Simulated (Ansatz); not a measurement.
Geometry optimisation in Ansatz: input, command and trajectory.

```yaml
crystal:
  lattice:
    - [-3.9573841233, -3.9572550983, 1.4574e-06]
    - [-5.19897e-05, 3.9573056306, 3.9578965961]
    - [-4.0061224266, 4.005994859, -4.0065338348]
  atoms:
    - { symbol: Pd, position: [0.8349254191, 0.1678880831, 0.6627535591] }
    - { symbol: Pd, position: [0.3349552468, 0.1678684831, 0.6627505038] }
    - { symbol: Pd, position: [0.6683146866, 0.3346403953, 0.3371890504] }
    - { symbol: Pd, position: [0.1682908426, 0.3346022058, 0.3371808954] }
    - { symbol: Pd, position: [0.8349366504, 0.6678613446, 0.6627502153] }
    - { symbol: Pd, position: [0.3349582975, 0.6678969766, 0.6627591756] }
    - { symbol: Pd, position: [0.6683217296, 0.8346124817, 0.3371853687] }
    - { symbol: Pd, position: [0.1682957681, 0.8346263564, 0.3371866327] }
    - { symbol: Au, position: [0.5016356644, 0.0012293632, 0.9999945092] }
    - { symbol: Au, position: [0.0016010872, 0.0012045227, 0.9998803977] }
    - { symbol: Au, position: [0.5016144295, 0.5012073407, 0.9999241273] }
    - { symbol: Au, position: [0.0016442091, 0.5012181881, 0.9999424155] }
  symmetry: { detect: false }
basis:
  ecutwfc: 500
kpoints:
  mp_grid: { grid: [4, 4, 3] }
hamiltonian:
  xc: r2scan
scf:
  occupations: { method: gaussian, width: 0.1 }
  lower_state_search: "off"
output:
  forces: true
  stress: true
  eigenvalues: true
relax:
  adjacent_minimum: "off"
  f_tol: 0.04
  max_steps: 25
  cell: { stress_tol: 0.3 }
```

```bash
ansatz run input.yaml --threads 4 --pin off --max-ram 9216MiB --backend cpu --events-out ev --progress --plain --runs-dir out
```

The calculation used Ansatz 0.2.0, DFT r2SCAN, scalar-relativistic, plane waves, PAW.

Of 5 frames 5 are shown, positions in Å and forces in eV/Å; the SCF threshold varies from step to step. Steps run on the plane waves of an earlier cell, with a Pulay correction in the pressure. The basis is chosen afresh for the last frame, the zero of the energies, and can be on the way; energy and pressure step there, also at an unchanged geometry.

```xyz
12
Lattice="-3.9574 -3.9573 0.0000 -0.0001 3.9573 3.9579 -4.0061 4.0060 -4.0065" Properties=species:S:1:pos:R:3:forces:R:3 pbc="T T T" step=1 free_energy_over_end_meV_per_atom=1.66 pressure_GPa=1.53
Pd   -5.9592    0.0154   -1.9909    0.0470   -0.0480    0.0480
Pd   -3.9806    1.9938   -1.9909    0.0480   -0.0470    0.0480
Pd   -3.9956    0.0304   -0.0265   -0.0460    0.0460   -0.0470
Pd   -2.0168    2.0089   -0.0266   -0.0470    0.0460   -0.0470
Pd   -5.9593    1.9938   -0.0120    0.0470   -0.0470    0.0480
Pd   -3.9807    3.9726   -0.0119    0.0480   -0.0480    0.0480
Pd   -3.9957    2.0089    1.9524   -0.0460    0.0470   -0.0470
Pd   -2.0169    3.9876    1.9524   -0.0470    0.0460   -0.0470
Au   -5.9913    2.0257   -4.0016    0.0010    0.0010    0.0000
Au   -4.0120    4.0039   -4.0013   -0.0030    0.0020   -0.0020
Au   -5.9909    4.0041   -2.0225   -0.0020    0.0010   -0.0010
Au   -4.0124    5.9827   -2.0225   -0.0010    0.0020   -0.0010
12
Lattice="-4.0008 -4.0007 0.0000 -0.0001 4.0008 4.0013 -4.0029 4.0028 -4.0032" Properties=species:S:1:pos:R:3:forces:R:3 pbc="T T T" step=2 free_energy_over_end_meV_per_atom=1.93 pressure_GPa=-2.07
Pd   -5.9869   -0.0223   -1.9749   -0.0380    0.0380   -0.0380
Pd   -3.9865    1.9780   -1.9749   -0.0380    0.0380   -0.0380
Pd   -4.0297    0.0209   -0.0173    0.0370   -0.0370    0.0370
Pd   -2.0293    2.0212   -0.0174    0.0370   -0.0370    0.0370
Pd   -5.9870    1.9780    0.0258   -0.0380    0.0380   -0.0380
Pd   -3.9866    3.9784    0.0258   -0.0380    0.0380   -0.0380
Pd   -4.0298    2.0212    1.9833    0.0370   -0.0370    0.0370
Pd   -2.0293    4.0216    1.9833    0.0370   -0.0370    0.0370
Au   -6.0097    2.0008   -3.9982    0.0010   -0.0020    0.0010
Au   -4.0093    4.0011   -3.9982    0.0020    0.0000    0.0020
Au   -6.0097    4.0011   -1.9976    0.0010   -0.0010    0.0010
Au   -4.0093    6.0015   -1.9975    0.0010   -0.0020    0.0010
12
Lattice="-3.9838 -3.9837 0.0000 -0.0001 3.9838 3.9842 -3.9927 3.9926 -3.9930" Properties=species:S:1:pos:R:3:forces:R:3 pbc="T T T" step=3 free_energy_over_end_meV_per_atom=0.34 pressure_GPa=-0.25
Pd   -5.9687   -0.0150   -1.9737   -0.0050    0.0050   -0.0050
Pd   -3.9768    1.9768   -1.9737   -0.0050    0.0050   -0.0050
Pd   -4.0123    0.0205   -0.0169    0.0050   -0.0050    0.0050
Pd   -2.0204    2.0124   -0.0170    0.0050   -0.0050    0.0050
Pd   -5.9687    1.9768    0.0184   -0.0050    0.0050   -0.0050
Pd   -3.9768    3.9687    0.0184   -0.0050    0.0050   -0.0050
Pd   -4.0124    2.0124    1.9752    0.0050   -0.0050    0.0050
Pd   -2.0204    4.0043    1.9752    0.0050   -0.0050    0.0050
Au   -5.9909    1.9991   -3.9880    0.0000    0.0000    0.0000
Au   -3.9989    3.9908   -3.9879    0.0000    0.0000    0.0000
Au   -5.9909    3.9909   -1.9958    0.0000    0.0000    0.0000
Au   -3.9990    5.9827   -1.9958    0.0000    0.0000    0.0000
12
Lattice="-3.9880 -3.9879 0.0000 0.0000 3.9879 3.9883 -3.9787 3.9787 -3.9790" Properties=species:S:1:pos:R:3:forces:R:3 pbc="T T T" step=4 free_energy_over_end_meV_per_atom=0.21 pressure_GPa=0.00
Pd   -5.9635   -0.0265   -1.9642    0.0000    0.0000    0.0000
Pd   -3.9695    1.9674   -1.9642    0.0000    0.0000    0.0000
Pd   -4.0099    0.0139   -0.0104    0.0000    0.0000    0.0000
Pd   -2.0159    2.0078   -0.0104    0.0000    0.0000    0.0000
Pd   -5.9635    1.9675    0.0299    0.0000    0.0000    0.0000
Pd   -3.9695    3.9614    0.0299    0.0000    0.0000    0.0000
Pd   -4.0099    2.0078    1.9837    0.0000    0.0000    0.0000
Pd   -2.0159    4.0018    1.9837    0.0000    0.0000    0.0000
Au   -5.9790    1.9830   -3.9739    0.0000    0.0000    0.0000
Au   -3.9850    3.9770   -3.9739    0.0000    0.0000    0.0000
Au   -5.9790    3.9770   -1.9797    0.0000    0.0000    0.0000
Au   -3.9851    5.9709   -1.9797    0.0000    0.0000    0.0000
12
Lattice="-3.9880 -3.9879 0.0000 0.0000 3.9879 3.9883 -3.9787 3.9787 -3.9790" Properties=species:S:1:pos:R:3:forces:R:3 pbc="T T T" step=5 free_energy_over_end_meV_per_atom=0.00 pressure_GPa=0.00
Pd   -5.9635   -0.0265   -1.9642    0.0000    0.0000    0.0000
Pd   -3.9695    1.9674   -1.9642    0.0000    0.0000    0.0000
Pd   -4.0099    0.0139   -0.0104    0.0000    0.0000    0.0000
Pd   -2.0159    2.0078   -0.0104    0.0000    0.0000    0.0000
Pd   -5.9635    1.9675    0.0299    0.0000    0.0000    0.0000
Pd   -3.9695    3.9614    0.0299    0.0000    0.0000    0.0000
Pd   -4.0099    2.0078    1.9837    0.0000    0.0000    0.0000
Pd   -2.0159    4.0018    1.9837    0.0000    0.0000    0.0000
Au   -5.9790    1.9830   -3.9739    0.0000    0.0000    0.0000
Au   -3.9850    3.9770   -3.9739    0.0000    0.0000    0.0000
Au   -5.9790    3.9770   -1.9797    0.0000    0.0000    0.0000
Au   -3.9851    5.9709   -1.9797    0.0000    0.0000    0.0000
```

The run took 4 min on 4 threads of Arm Neoverse V1, on a shared host, peak memory 1.6 GiB.

The k mesh is coarse. Spin–orbit coupling is left out, which can shift energies with elements as heavy as these.